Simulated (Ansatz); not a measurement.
Mg3H2O4: a run for the field gradients

```yaml
crystal:
  lattice:
    - [3.0302973255, 0.0, 0.0]
    - [-1.5151486628, 2.6243144649, 0.0]
    - [0.0, 0.0, 19.2024652201]
  atoms:
    - { symbol: Mg, position: [0.6666666667, 0.3333333333, 0.24904722] }
    - { symbol: Mg, position: [0.3333333333, 0.6666666667, 0.37486737] }
    - { symbol: Mg, position: [0.6666666667, 0.3333333333, 0.62513263] }
    - { symbol: Mg, position: [0.3333333333, 0.6666666667, 0.75095278] }
    - { symbol: Mg, position: [0.0, 0.0, 0.8772445] }
    - { symbol: Mg, position: [0.0, 0.0, 0.1227555] }
    - { symbol: H, position: [0.3333333333, 0.6666666667, 0.98255078] }
    - { symbol: H, position: [0.6666666667, 0.3333333333, 0.01744922] }
    - { symbol: H, position: [0.6666666667, 0.3333333333, 0.47976571] }
    - { symbol: H, position: [0.3333333333, 0.6666666667, 0.52023429] }
    - { symbol: O, position: [0.3333333333, 0.6666666667, 0.932447] }
    - { symbol: O, position: [0.0, 0.0, 0.68815719] }
    - { symbol: O, position: [0.6666666667, 0.3333333333, 0.429763] }
    - { symbol: O, position: [0.3333333333, 0.6666666667, 0.570237] }
    - { symbol: O, position: [0.6666666667, 0.3333333333, 0.067553] }
    - { symbol: O, position: [0.3333333333, 0.6666666667, 0.18606677] }
    - { symbol: O, position: [0.0, 0.0, 0.31184281] }
    - { symbol: O, position: [0.6666666667, 0.3333333333, 0.81393323] }
kpoints:
  mp_grid: { grid: [8, 8, 1] }
scf:
  occupations: { method: fermi_dirac, width: 0.02 }
  mixing: { algorithm: anderson, beta: 1.5, ndim: 1, preconditioner: none }
  max_iter: 75
hamiltonian:
  xc: pbe
  pseudopotentials: { kind: paw }
output:
  forces: true
  stress: true
  populations: true
  efg:
    quadrupole_moments_barn: { Mg: 0.1994, H: 0.00285783, O: -0.02558 }
    contact_densities: true
```

```sh
ansatz run input.yaml --threads 1 --pin off --max-ram 2560MiB --backend cpu --events-out ev --progress --plain --runs-dir out
```

Problem. What happens when this input is run?

Solution. The input was rejected before any iteration. The input holds mixing far too strong. The program says:

```
Error: invalid value for `scf.mixing.beta`: must be finite and in (0, 1]; got 1.5
```

Against a sound input the change was `scf.mixing`: not typed → {algorithm: anderson, beta: 1.5, ndim: 1, preconditioner: none}; `scf.max_iter`: not typed → 75.

With the sound settings the run converges and gives V_zz (10²¹ V/m²) Mg1 0.18 (η 0.00), Mg2 0.19 (η 0.00), Mg5 0.15 (η 0.00), H7 4.45 (η 0.00), H9 4.60 (η 0.00), O11 13.32 (η 0.00), among others; a site carries the number of its first atom in the input. At this cell the PBE pressure is 5 GPa, so with PBE the cell would grow if it were relaxed. The entry's cell may itself be off. The largest force is 0.3 eV/Å, so the atoms aren't at the calculated equilibrium and relaxing them would move these values.
